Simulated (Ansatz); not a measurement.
CuI:
```
CuI
1.0
    4.07026     0.00000     0.00000
    0.00000     4.07026     0.00000
    0.00000     0.00000     6.40131
Cu I
2 2
Direct
  0.50000   0.50000   0.50000
  0.00000   0.00000   0.50000
  0.50000   0.00000   0.76357
  0.00000   0.50000   0.23643
```

Plane-wave PAW r²SCAN+D4 (Ansatz code) gives a gap of 2.08 eV without spin–orbit coupling, maximum at Γ, minimum at Γ.

Q: What happens when spin–orbit coupling is switched on?

A: The gap decreases by 0.20 eV, to 1.88 eV; maximum at Γ, minimum at Γ.

Q: Give the electron effective mass with spin–orbit coupling.

A: 0.23, 0.23, 0.24 mₑ (principal values).

Q: Give the hole effective mass with spin–orbit coupling.

A: 0.41, 0.41, 0.98 mₑ (principal values).

Space group P4/nmm. The start of the workflow was typed in or built on a structure type; the Crystallography Open Database copy checked does not list it. It is not the phase usual at ambient conditions (space group No. 216). Symmetry was held in the r²SCAN+D4 relaxation; whether a distortion lowers the energy is not shown. The workflow began spin-polarised and lost its moments.

Potentials: the earlier of the program's two PAW sets.
